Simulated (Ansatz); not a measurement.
SrMg$_{2}$Bi$_{2}$: axial (c/a) deformation path

Level of theory: Ansatz, DFT LDA, scalar-relativistic, plane waves, PAW. Cutoff 420 eV, Γ-centred 9×9×6 k-points, Gaussian smearing of 0.03 eV. Spin–orbit coupling is left out, which can shift energies with elements as heavy as these. No spin polarisation. Energies are free energies at this smearing, counted from the undisturbed cell; pressure is positive in compression.

Reference structure (as given, not relaxed at this level; it stands at -2.2 GPa, and it needn't be the usual structure):

```yaml
crystal:
  lattice:
    - [4.82971, 0.00000, 0.00000]
    - [-2.41486, 4.18265, 0.00000]
    - [0.00000, 0.00000, 7.98289]
  atoms:
    - { symbol: Sr, position: [0.00000, 0.00000, 0.00000] }
    - { symbol: Mg, position: [0.66667, 0.33333, 0.37504] }
    - { symbol: Mg, position: [0.33333, 0.66667, 0.62496] }
    - { symbol: Bi, position: [0.66667, 0.33333, 0.74673] }
    - { symbol: Bi, position: [0.33333, 0.66667, 0.25327] }
```

At fixed volume and fractional coordinates, lengths along (0.000, 0.000, 1.000) are scaled against those across it; ρ is that ratio over its starting value.

| ρ | ΔE (meV/atom) |
| --- | --- |
| 0.850 | 102.4 |
| 0.920 | 26.5 |
| 0.960 | 6.5 |
| 1.000 | 0.0 |
| 1.100 | 30.2 |
| 1.200 | 109.4 |

**Question.** Predict the pressure (GPa) at each point.

**Answer.**
```csv
ρ,pressure (GPa)
0.850,-1.2
0.920,-1.9
0.960,-2.1
1.000,-2.2
1.100,-1.9
1.200,-1.3
```